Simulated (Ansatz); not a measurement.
Space group P6_3/mmc (No. 194). a = 9.658 Å, b = 9.658 Å, c = 3.316 Å, α = 90.00°, β = 90.00°, γ = 120.00°
```csv
atom,site,symmetry,x,y,z
V,2d,-6m2,0.6667,0.3333,0.2500
Br,6h,mm2,0.4392,0.2196,0.7500
```

Equation of state of this VBr₃ structure (not necessarily the ground state), with shape and atoms relaxed at each volume where symmetry leaves them free. It has no gap at any of these volumes. Computed with DFT PBEsol, scalar-relativistic, plane waves, PAW in Ansatz 0.2.0.

Cutoff 420 eV; k points 6×6×10 on the computed 8-atom cell (Γ-centred); Gaussian smearing, width 0.10 eV; collinear spin.

| V (Å³/atom) | E − E(largest V) (meV/atom) | P (GPa) |
| --- | --- | --- |
| 31.471 | 0.64 | 0.27 |
| 32.475 | -0.48 | 0.11 |
| 33.480 | -0.79 | 0.02 |
| 34.484 | -0.56 | -0.07 |
| 35.488 | 0.00 | -0.11 |

Problem. Fit a third-order Birch–Murnaghan equation to E(V).

Solution. V0 = 33.47 Å³/atom, B0 = 3 GPa, B0' = 14.0. B0' is unusual or poorly fixed by this range. Weakly bound parts are held here without a dispersion correction, so V0, B0 and B0' are rough as values of the real crystal.

Moments started parallel, and an antiferromagnetic order may lie lower. The cell holds chains, and where no dispersion correction was added their binding is poorly described.

Cost: 5 runs of about 38 core-minutes in all, on Arm Neoverse V2 (shared hosts).